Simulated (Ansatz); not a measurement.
Input:

SrTiO3 (cubic perovskite, Pm-3m), a = 3.908 Å, b = 3.908 Å, c = 3.908 Å, α = 90.00°, β = 90.00°, γ = 90.00°.

This is the r²SCAN-relaxed structure.

**Question.** All from plane-wave PAW r²SCAN (Ansatz code), unless another level is named. Estimate the Poisson's ratio.

**Answer.** 0.23.

**Question.** Give the highest zone-centre frequency (without LO–TO term).

**Answer.** 66.3 meV.

Symmetry was held in the r²SCAN relaxation. At this level the phase is dynamically unstable (imaginary phonons). No spin polarisation was allowed.

Potentials: the earlier of the program's two PAW sets.
